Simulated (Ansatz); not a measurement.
Al (fcc (Cu type), Fm-3m) at seven volumes, the program Ansatz at the LDA level (PAW), scaled uniformly. One row is withheld.

```json
[
 {"V (Å³/atom)": "14.378", "P (GPa)": "9.71"},
 {"V (Å³/atom)": "14.852", "P (GPa)": "5.90"},
 {"V (Å³/atom)": "15.326", "P (GPa)": "2.69"},
 {"V (Å³/atom)": "15.800", "P (GPa)": "0.00"},
 {"V (Å³/atom)": "16.273", "P (GPa)": "?"},
 {"V (Å³/atom)": "16.747", "P (GPa)": "-4.23"},
 {"V (Å³/atom)": "17.221", "P (GPa)": "-5.91"}
]
```

Task: Fit the shown pressures and predict the withheld one.

Result: Third-order Birch–Murnaghan: P = (3/2)B₀(x^(7/2) − x^(5/2))[1 + (3/4)(B′ − 4)(x − 1)] with x = (V₀/V)^(2/3). Least squares on the six rows gives V₀ = 15.798 Å³/atom, B₀ = 83.12 GPa, B′ = 4.54. At V = 16.273, x = 0.9804 and P = -2.30 GPa. The run itself gave -2.27 GPa.

Symmetry was held in the LDA relaxation.

Potentials: the earlier of the program's two PAW sets. The files were generated under PBE; for other functionals the program regenerates the frozen cores, and for LDA and PBEsol the local potential too.
